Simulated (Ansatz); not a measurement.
The calculation used DFT PBE, scalar-relativistic, plane waves, PAW in Ansatz. Cutoff 420 eV, Γ-centred meshes of about 0.25 Å⁻¹ or finer for metals and 0.3 Å⁻¹ for insulators (2π included), Gaussian smearing. No spin polarisation.

This relaxed ScIn₂Se₂ cell comes from a structure search over trial cells.

```
Sc In Se
1.0
     3.79823    0.00000    0.00000
    -1.89912    3.28937    0.00000
     0.00000    0.00000   11.10126
Sc In Se
1 2 2
Direct
  0.00000 0.00000 0.00000
  0.00000 0.00000 0.64587
  0.00000 0.00000 0.35413
  0.66667 0.33333 0.85720
  0.33333 0.66667 0.14280
```

Question: Does it survive phonon and random-displacement tests?

Answer: It is locally stable on this q mesh, but a lower structure lies near. The phonons on a 2×2×1 q mesh of the computed 5-atom cell show no imaginary mode. (Phonon run: 12×12×4 k mesh, Gaussian smearing of 0.10 eV.) With atoms moved at random and symmetry off, it falls by 18 meV/atom into R-3m (No. 166). Conventional cell: a = 3.806 Å, c = 31.739 Å. Around Sc lie 6 Se at 2.71 Å, 6 Sc at 3.81 Å and 2 In at 3.92 Å; In is surrounded by 3 Se at 3.20 Å, 3 In at 3.52 Å, 6 In at 3.81 Å and 1 Sc at 3.92 Å; Se is surrounded by 3 Sc at 2.71 Å and 3 In at 3.20 Å.

```
Sc In Se
1.0
     1.90299    1.09869   10.57959
    -1.90299    1.09869   10.57959
     0.00000   -2.19739   10.57959
Sc In Se
1 2 2
Direct
  0.00000 0.00000 0.00000
  0.87661 0.87661 0.87661
  0.12339 0.12339 0.12339
  0.61667 0.61667 0.61667
  0.38333 0.38333 0.38333
```

An odd number of electrons in the primitive cell allows no gap without spin; a larger cell or a magnetic state could open one. Phonons of metals hang on the k mesh and the smearing.
